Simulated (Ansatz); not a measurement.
AgAuO2:
```yaml
crystal:
  lattice:
    - [5.66032, 0.00000, 0.00000]
    - [0.00000, 3.85444, 0.00000]
    - [-1.38076, 0.00000, 5.30067]
  atoms:
    - { symbol: Ag, position: [0.50000, 0.50000, 0.00000] }
    - { symbol: Ag, position: [0.50000, 0.00000, 0.50000] }
    - { symbol: Au, position: [0.00000, 0.50000, 0.50000] }
    - { symbol: Au, position: [0.00000, 0.00000, 0.00000] }
    - { symbol: O, position: [0.19795, 0.20613, 0.77971] }
    - { symbol: O, position: [0.80205, 0.79387, 0.22029] }
    - { symbol: O, position: [0.80205, 0.70613, 0.72029] }
    - { symbol: O, position: [0.19795, 0.29387, 0.27971] }
```

Relaxed with r²SCAN.

### Question
Give the Bader charges and basin volumes of the independent atoms, r²SCAN in the plane-wave PAW code Ansatz.

### Answer


```csv
atom,Bader charge (e),Bader volume (Å³)
Ag1,+0.65,19.3
Au3,+1.16,16.8
O5,-0.90,10.8
```

Space group P2_1/c. The first step of the workflow began from a Materials Project structure, measured or hypothetical; the Crystallography Open Database copy checked does not list it. Its standing as an ambient phase is unchecked. Symmetry was held in the r²SCAN relaxation; its stability against distortions is not shown here. No spin polarisation was allowed. Scalar-relativistic: spin–orbit coupling is off unless named, which matters more the heavier the elements.

Potentials: the later of the program's two PAW sets.
